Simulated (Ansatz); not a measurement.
NbAg in space group Pmma (No. 51; Ag on 2e, Nb on 2f), PBE (plane waves, PAW; program Ansatz), all energies at zero smearing, with the estimated change up to a 700 eV cutoff added, with one set of potentials and settings (totals compare only within such a set). Cell of 4 atoms (2 Ag, 2 Nb): -24284.780 eV.

```tsv
element	reference phase	E (eV/atom)
Ag	R-3m, 3 atoms in the cell	-7590.6139
Nb	Im-3m, 1 atoms in the cell	-4552.3152
```

Formation energy per atom, worked out: (-24284.780 − 2×(-7590.6139) − 2×(-4552.3152))/4 = 0.270 eV/atom (26 kJ per mol of atoms), at 0 K, without zero-point energy or fitted corrections.

The start of the workflow was typed in or built on a structure type; neither database checked (COD, Materials Project) lists it. Whether it is the stable phase at ambient conditions was not checked. Symmetry was held in the PBE relaxation; its stability against distortions is not shown here. The run is not spin-polarised. Its formation energy is positive at this level, so the cell may be metastable or incomplete. The references are the lowest solids computed at this level, not always the standard phases.

Potentials: the earlier of the program's two PAW sets.
